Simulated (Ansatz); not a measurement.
ScSi in space group Cmcm (No. 63; Sc on 4c, Si on 4c) at seven volumes, DFT-r²SCAN in the program Ansatz with PAW potentials, shape and atoms relaxed at each. One row is withheld.

| V (Å³/atom) | P (GPa) |
|---|---|
| 16.475 | 12.15 |
| 17.018 | 7.47 |
| 17.561 | ? |
| 18.104 | 0.00 |
| 18.648 | -2.97 |
| 19.191 | -5.52 |
| 19.734 | -7.71 |

### Question
Fit the shown pressures and predict the withheld one.

### Answer
Third-order Birch–Murnaghan: P = (3/2)B₀(x^(7/2) − x^(5/2))[1 + (3/4)(B′ − 4)(x − 1)] with x = (V₀/V)^(2/3). Least squares on the six rows gives V₀ = 18.104 Å³/atom, B₀ = 106.5 GPa, B′ = 4.04. At V = 17.561, x = 1.0205 and P = 3.45 GPa. The run itself gave 3.45 GPa.

The workflow started from a Materials Project entry (that database holds measured and hypothetical structures alike); the Crystallography Open Database copy checked does not list it. Whether it is the stable phase at ambient conditions was not checked. Symmetry was held in the r²SCAN relaxation; its stability against distortions is not shown here. No spin polarisation was allowed.

Potentials: the earlier of the program's two PAW sets.
